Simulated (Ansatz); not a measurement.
Al4Fe3Co: stable or not

It was reached by relaxing an invented guess, and it needn't be the stable form of this composition.

Level of theory: Ansatz, DFT PBE, scalar-relativistic, plane waves, PAW. Settings of the last relaxation (8-atom cell): 420 eV, 10×10×10 k points, Gaussian smearing of 0.10 eV, collinear spin.

```
Al Fe Co
1.0
    -2.86806    2.86806    2.86806
     2.86806   -2.86806    2.86806
     2.86806    2.86806   -2.86806
Al Fe Co
4 3 1
Direct
  0.00000 0.50000 0.00000
  0.50000 0.50000 0.50000
  0.00000 0.00000 0.50000
  0.50000 0.00000 0.00000
  0.50000 0.00000 0.50000
  0.50000 0.50000 0.00000
  0.00000 0.50000 0.50000
  0.00000 0.00000 0.00000
```

The zero of energy is the elements' standard structures at the same level; no fitted shifts are applied.

Problem. These tests were run: energy against the elements; random kick, then relaxation without symmetry; elastic tensor. What do they show?

Solution.

| test | result |
| --- | --- |
| energy against the elements | −0.39 eV/atom |
| random kick, then relaxation without symmetry | returns |
| elastic tensor | least eigenvalue 120 GPa |

It fails none of these tests. Other phases of the system weren't compared here, so this isn't yet thermodynamic stability. Phonons away from Γ weren't computed.

The magnetic state reached may not be the lowest. The kick test ran on a coarse mesh. The run for the elastic tensor used a 10×10×10 k mesh and Gaussian smearing of 0.20 eV. The cell carries site moments Fe 0.7 (×3) μB.
